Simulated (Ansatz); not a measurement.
MnF2 (rutile), relaxed with PBEsol (Ansatz, a program for electronic structure, plane waves, PAW): a = b = 4.8536 Å, c = 3.2731 Å, α = β = γ = 90.00°.

- gap (eV) = 2.04
- spin order and moments (μB) = antiferromagnetic; net 0.00 per atom; largest site about 4.7

Task: The same phase is relaxed and computed with HSE06 in the same code. What are the cell and these values now?

Result: a = b = 4.903 Å, c = 3.307 Å, α = β = γ = 90.00°.

- gap (eV) = 4.81
- spin order and moments (μB) = antiferromagnetic; net 0.00 per atom; largest site about 4.8

Spin orders computed, not proven ground states: MnF2, rutile with PBEsol antiferromagnetic; MnF2, rutile with HSE06 antiferromagnetic. All cells were relaxed under the symmetry of their starts (and spin orders); stability against distortions was not tested throughout. No Hubbard U is applied.

Potentials: the later of the program's two PAW sets.

Ansatz is a plane-wave DFT program.
